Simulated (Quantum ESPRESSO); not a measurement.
```
BaZrO3
1.0
    4.19134     0.00000     0.00000
    0.00000     4.19134     0.00000
    0.00000     0.00000     4.19134
O Ba Zr
3 1 1
Direct
  0.00000   0.50000   0.50000
  0.50000   0.00000   0.50000
  0.50000   0.50000   0.00000
  0.00000   0.00000   0.00000
  0.50000   0.50000   0.50000
```
The cell was made here from an entry of the Crystallography Open Database (unchecked): atoms relaxed with PBE in the measured cell (PBE without dispersion, pw.x of a modified build of Quantum ESPRESSO, symmetry kept).  Stability against distortions was not tested. The run has no spin polarisation.

A lattice sum over point charges, one formal value an element (Ba +2, Zr +4, O -2), with no Sternheimer factor, costs far less than a self-consistent run. Taken along the main axis of each site's self-consistent tensor, it gives:

| site | V along that axis, point charges (a.u.) |
|---|---|
| O (atoms 1, 2, 3) | 0.172 |

### Question
How do the values of PBE PAW (JTH datasets; density from pw.x of Quantum ESPRESSO, gradients reconstructed from it by a script) compare?

### Answer
| site | Vzz, PAW (a.u.) | PAW over point charges |
|---|---|---|
| O | -0.149 | -0.9 |
Along that axis the sign differs on O.  Cores are frozen. Against all-electron runs on small test molecules, this scheme's |Vzz| missed by −2 to +6 % on O.
